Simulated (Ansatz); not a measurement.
# Kick test of a cell of ZnCd5Te6

The structure comes from a generated guess, relaxed at this level; another structure or a mixture of phases may lie lower.

Computed with DFT PBE, scalar-relativistic, plane waves, PAW (Ansatz). Plane waves to 420 eV, a k mesh through Γ of 6×6×2 on the computed 12-atom cell and Gaussian smearing (0.02 eV); no spin polarisation.

The cell below (12 atoms, space group P-4m2 (No. 115)) is relaxed within its symmetry.

```
Zn Cd Te
1.0
     4.62222    0.00000    0.00000
     0.00000    4.62222    0.00000
     0.00000    0.00000   19.69005
Zn Cd Te
1 5 6
Direct
  0.50000 0.50000 0.00000
  0.00000 0.00000 0.84125
  0.00000 0.00000 0.15875
  0.50000 0.50000 0.32938
  0.00000 0.00000 0.50000
  0.50000 0.50000 0.67062
  0.50000 0.00000 0.07305
  0.00000 0.50000 0.24405
  0.50000 0.00000 0.41469
  0.00000 0.50000 0.58531
  0.50000 0.00000 0.75595
  0.00000 0.50000 0.92695
```

For the test it was strained at random (σ = 1.5 % a component), the atoms were moved at random (σ = 0.15 Å), and all was relaxed again on a coarse 4×4×1 mesh (in the run’s order of axes) with 0.10 eV smearing, with no symmetry imposed.

Spin–orbit coupling, which can matter for Te, is left out.

Task: Is the structure stable against such a distortion?

Result: It returns, within 1 meV/atom of the unmoved cell on that mesh and with the same symmetry when read at 0.1 Å (P1 at 0.01 Å, so small strains and shifts remain). No instability shows in this cell; modes of other wave vectors, which need another repeat, aren't tested.
